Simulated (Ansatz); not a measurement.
MgCu4Sn squeezed and stretched

A database entry relaxed whole under r2SCAN (F-43m):

```yaml
crystal:
  lattice:
    - [0.00000, 3.49693, 3.49693]
    - [3.49693, 0.00000, 3.49693]
    - [3.49693, 3.49693, 0.00000]
  atoms:
    - { symbol: Mg, position: [0.25000, 0.25000, 0.25000] }
    - { symbol: Cu, position: [0.62449, 0.62449, 0.62449] }
    - { symbol: Cu, position: [0.12652, 0.62449, 0.62449] }
    - { symbol: Cu, position: [0.62449, 0.62449, 0.12652] }
    - { symbol: Cu, position: [0.62449, 0.12652, 0.62449] }
    - { symbol: Sn, position: [0.00000, 0.00000, 0.00000] }
```

The cell was scaled uniformly, its shape held, and the atoms relaxed at each volume with plane-wave PAW DFT (Ansatz 0.2.0; r2SCAN, 500 eV, 8×8×8 Γ-centred mesh, fermi-dirac occupations of width 0.100 eV; no spin, no spin-orbit coupling). One row is withheld.

| volume (Å³/atom) | energy over the lowest (meV/atom) | pressure (GPa) |
| --- | --- | --- |
| 13.399 | 20.8 | 8.32 |
| 13.684 | ? | ? |
| 13.969 | 2.1 | 2.46 |
| 14.254 | 0.0 | 0.01 |
| 14.539 | 2.0 | -2.17 |
| 14.824 | 7.7 | -4.11 |
| 15.109 | 16.6 | -5.82 |

Fit the pressures of the other rows to the third-order Birch-Murnaghan form.

With f = [(V₀/V)^(2/3) − 1]/2 and P = 3B₀f(1 + 2f)^(5/2)[1 + 3(B₀′ − 4)f/2], least squares gives V₀ = 14.25 Å³ an atom, B₀ = 115 GPa and B₀′ = 4.9; the rows miss the fit by less than 0.01 GPa. The slope of the energies differs from these pressures by less than 0.05 GPa.

What does the withheld row hold?

The fit gives 5.22 GPa at 13.684 Å³; the run gave 5.22 GPa and 8.8 meV an atom.

Caveats: the shape of the cell was held; 0 K, fixed nuclei; the symmetry was kept, and this need not be the phase that is stable at 0 K; one mesh for all volumes; pressure is positive in compression.
